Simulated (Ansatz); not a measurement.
A distorted cell of TaN (rock salt):

```
TaN
1.0
    0.00000     4.39630     4.39630
    2.19815     2.19815     4.39630
    2.19815     2.19815     0.00000
N Ta
2 2
Direct
  0.93745   0.06255   0.93745
  0.56255   0.93745   0.06255
  0.05303   0.44697   0.55303
  0.44697   0.55303   0.44697
```

These are r2SCAN (plane waves to 500 eV, PAW, scalar-relativistic; Ansatz, a first-principles code) values and carry that method's errors. k mesh 18×18×18 (Γ-centred), Fermi-Dirac smearing 0.05 eV. Compression counts positive. With partly filled bands, energies and forces of such displacements shift with the k mesh and the smearing. Spin-orbit coupling is left out, though Ta is heavy. TaN is run without spin polarisation. TaN was relaxed with its symmetry unable to fall. This is a high-temperature form of TaN.

Question: Predict the force on every atom, in eV/Å.

Answer: 
```json
[
 {"atom": "N1", "Fx": "0.000", "Fy": "1.132", "Fz": "0.000"},
 {"atom": "N2", "Fx": "0.000", "Fy": "-1.132", "Fz": "0.000"},
 {"atom": "Ta3", "Fx": "0.000", "Fy": "-1.203", "Fz": "0.000"},
 {"atom": "Ta4", "Fx": "0.000", "Fy": "1.203", "Fz": "0.000"}
]
```

Question: What is the stress tensor (GPa)?

Answer: 
```
   -7.0      0.0      0.0
    0.0     16.0      0.0
    0.0      0.0     -3.8
```
The pressure, a third of the trace, is 1.7 GPa.

(For displaced atoms, the force is minus the slope of the energy, and its curvature is a force constant, which sets phonon frequencies.)
